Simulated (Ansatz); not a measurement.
GaN:
```xyz
2
Lattice="2.7424 0.0000 0.0000 0.0000 2.7424 0.0000 0.0000 0.0000 2.7424" Properties=species:S:1:pos:R:3 pbc="T T T"
Ga     0.0000     0.0000     0.0000
N      1.3712     1.3712     1.3712
```

Relaxed with PBE. Special points in fractions of this cell's reciprocal vectors: Γ (0.000, 0.000, 0.000); X (0.000, 0.500, 0.000); M (0.500, 0.500, 0.000); R (0.500, 0.500, 0.500).

Task: List the band energies nearest the Fermi level at these points for PBE (plane waves, PAW; program Ansatz).

Result: In eV from the Fermi level; about four levels below and three above (degenerate sets whole), none deeper than 8.9 eV; … stands for higher levels left out; points with the same levels are listed once.

```csv
k,below,above
Γ,-1.86 -1.27 -1.27 -1.27,…
X,–,0.08 0.08 3.46
M,-6.13 -6.13 -2.57,0.46 …
R,-2.96 -2.96 -2.96,…
```

Space group Pm-3m (CsCl type). A made-up cell: these elements were put on the sites of a structure type; neither database checked (COD, Materials Project) lists it. It is not the phase usual at ambient conditions (space group No. 186, 216). Symmetry was held in the PBE relaxation; its stability against distortions is not shown here. Scalar-relativistic: spin–orbit coupling is off unless named, which matters more the heavier the elements.

Potentials: the earlier of the program's two PAW sets.
